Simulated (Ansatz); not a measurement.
Starting cell, TiO₂ (rutile):

```
CELL_PARAMETERS angstrom
      4.64353     0.00000     0.00000
      0.00000     4.64353     0.00000
      0.00000     0.00000     2.96370
ATOMIC_POSITIONS crystal
  Ti 0.00000 0.00000 0.00000
  Ti 0.50000 0.50000 0.50000
  O  0.30512 0.30512 0.00000
  O  0.80512 0.19488 0.50000
  O  0.19488 0.80512 0.50000
  O  0.69488 0.69488 0.00000
```

In this cell atom 2 (Ti, nearest neighbour O at 1.958 Å; its periodic images, 3.0 Å or more away, move with it) is moved by s along Cartesian [110], unit vector (0.707, 0.707, 0.000); all other atoms and the cell stay fixed.

These are PBE (plane waves to 420 eV, PAW, scalar-relativistic; Ansatz, a program for electronic structure) values and carry that method's errors. k mesh 6×6×9 (Γ-centred), Fermi-Dirac smearing 0.05 eV. F∥ is the force on the atom along that direction. The PAW data are Ansatz's earlier set. TiO2 is run without spin polarisation. TiO2 was relaxed with its symmetry unable to fall. 

```json
[
 {"s (Å)": "-0.200", "F∥ (eV/Å)": "4.150"},
 {"s (Å)": "-0.160", "F∥ (eV/Å)": "3.284"},
 {"s (Å)": "-0.120", "F∥ (eV/Å)": "2.439"},
 {"s (Å)": "-0.080", "F∥ (eV/Å)": "1.614"},
 {"s (Å)": "-0.040", "F∥ (eV/Å)": "0.803"},
 {"s (Å)": "0.000", "F∥ (eV/Å)": "0.000"},
 {"s (Å)": "0.040", "F∥ (eV/Å)": "-0.803"},
 {"s (Å)": "0.080", "F∥ (eV/Å)": "-1.614"},
 {"s (Å)": "0.120", "F∥ (eV/Å)": "-2.439"},
 {"s (Å)": "0.160", "F∥ (eV/Å)": "-3.284"},
 {"s (Å)": "0.200", "F∥ (eV/Å)": "-4.150"}
]
```

Task: What is the force constant k = d²E/ds² of this move at s = 0?

Result: 20.0 eV/Å². The forces along the line at the two nearest points give (0.803 − (-0.803)) / (2·0.040) = 20.07 eV/Å²; the next pair corrects for the finite step.

(A displaced cell: forces are minus the slopes of the energy, force constants its curvatures, and phonons follow from these.)
